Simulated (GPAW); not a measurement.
TaTe and the effect of the Hubbard U on Ta d

Symmetry: Pm-3m, No. 221, cubic system. Conventional cell: a = 3.420 Å, b = 3.420 Å, c = 3.420 Å, α = 90.00°, β = 90.00°, γ = 90.00°. Around Ta (site symmetry m-3m) lie 8 Te at 2.96 Å. Te (site symmetry m-3m) has 8 Ta at 2.96 Å as nearest neighbours.

The cell comes from a database or a generator and needn't be the stable form of this composition.

Kept alike: task density of states; functional PBEsol; k mesh 8 × 8 × 8; occupations fermi-dirac, width 0.05 eV; no spin polarisation. Program: GPAW, PAW data sets generated for this functional, cutoff 600 eV. The mesh is that of the run's cell of 2 atoms. No spin-orbit coupling.

| run | pressure (GPa) |
| --- | --- |
| A | -3.41 |
| B | 0.83 |
| C | 12.63 |
| D | -4.73 |
| E | 3.06 |
| F | -1.73 |
| G | -5.90 |
| H | 5.51 |

Pressure is positive in compression; the values hold the error of the finite cutoff, so their zero can differ a little from the energy's minimum. U acts here on a shell without spin polarisation. For a metal such a mesh leaves the last digits unconverged. How U acts hangs on the program's projectors.

Task: The runs differ in the Hubbard U on Ta d alone: 0; 1; 2; 3; 4; 5; 6; 8 eV. Which run is which?

Result: Run A is 2 eV; run B is 4 eV; run C is 8 eV; run D is 1 eV; run E is 5 eV; run F is 3 eV; run G is 0 eV; run H is 6 eV. The pressure rises from -5.90 to 12.63 GPa between 0 and 8 eV.
